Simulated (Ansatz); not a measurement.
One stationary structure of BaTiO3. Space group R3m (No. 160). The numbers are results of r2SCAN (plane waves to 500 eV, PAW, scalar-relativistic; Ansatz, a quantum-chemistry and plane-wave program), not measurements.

```cif
data_Ba3O9Ti3
_chemical_formula_sum 'Ba3 Ti3 O9'
_space_group_name_H-M_alt 'R3m :H'
_space_group_IT_number 160
_space_group_name_Hall 'R 3 -2"'
_cell_length_a 5.68038
_cell_length_b 5.68038
_cell_length_c 6.99430
_cell_angle_alpha 90.000
_cell_angle_beta 90.000
_cell_angle_gamma 120.000
loop_
_atom_site_label
_atom_site_type_symbol
_atom_site_symmetry_multiplicity
_atom_site_Wyckoff_symbol
_atom_site_fract_x
_atom_site_fract_y
_atom_site_fract_z
_atom_site_occupancy
Ba1 Ba 3 a 0.00000 0.00000 0.50397 1
Ti1 Ti 3 a 0.00000 0.00000 0.01738 1
O1 O 9 b 0.32695 0.16347 0.15444 1
```
(The calculation used a cell of 5 atoms; values per cell refer to that cell.)

For BaTiO3, the volume per atom is 13.03 Å³ and the band gap is 2.87 eV, indirect (valence top at T, conduction bottom at Γ) (no spin-orbit coupling). The smallest direct gap is 3.29 eV at Γ. The shortest distances comes out as O–Ti 1.87 Å; Ba–O 2.78 Å; O–O 2.79 Å; Ba–Ti 3.40 Å and the k-mesh comes out as 8×8×8.

Band energies at high-symmetry points (eV from the VBM; labels of this space group; no spin-orbit coupling), from −5 eV up to 4.6 eV:

```json
[
 {"point": "Γ", "energies": "-2.23 -2.23 -2.22 -1.35 -1.35 -1.08 -0.54 -0.42 -0.42 2.87 2.87 3.02"},
 {"point": "T", "energies": "-4.32 -3.67 -3.67 -2.34 -2.34 -2.29 -0.02 -0.02 0.00"},
 {"point": "H2", "energies": "-4.32 -3.67 -3.67 -2.35 -2.34 -2.29 -0.02 -0.02 0.00"},
 {"point": "H0", "energies": "-4.32 -3.67 -3.67 -2.35 -2.34 -2.29 -0.02 -0.02 0.00"},
 {"point": "L", "energies": "-3.90 -2.64 -2.63 -2.05 -2.02 -1.65 -1.54 -0.97 -0.84 3.01 4.15 4.27"},
 {"point": "S0", "energies": "-4.15 -3.88 -3.67 -2.61 -2.61 -1.62 -0.87 -0.82 -0.05 4.24 4.25"},
 {"point": "S2", "energies": "-4.15 -3.88 -3.67 -2.61 -2.61 -1.62 -0.87 -0.82 -0.05 4.24 4.25"},
 {"point": "F", "energies": "-4.15 -3.88 -3.67 -2.61 -2.61 -1.62 -0.87 -0.82 -0.05 4.24 4.25"}
]
```

No spin polarisation in the result.

It was reached from a disturbed copy of a Pm-3m (No. 221) cell (cubic perovskite type), against which it lies -9 meV/atom.

The first start was generated by placing the elements on the sites of a structure type. A measured structure of BaTiO3 has the same space group, R3m (No. 160); the sites were not compared with it. Another known form has space group No. 99.
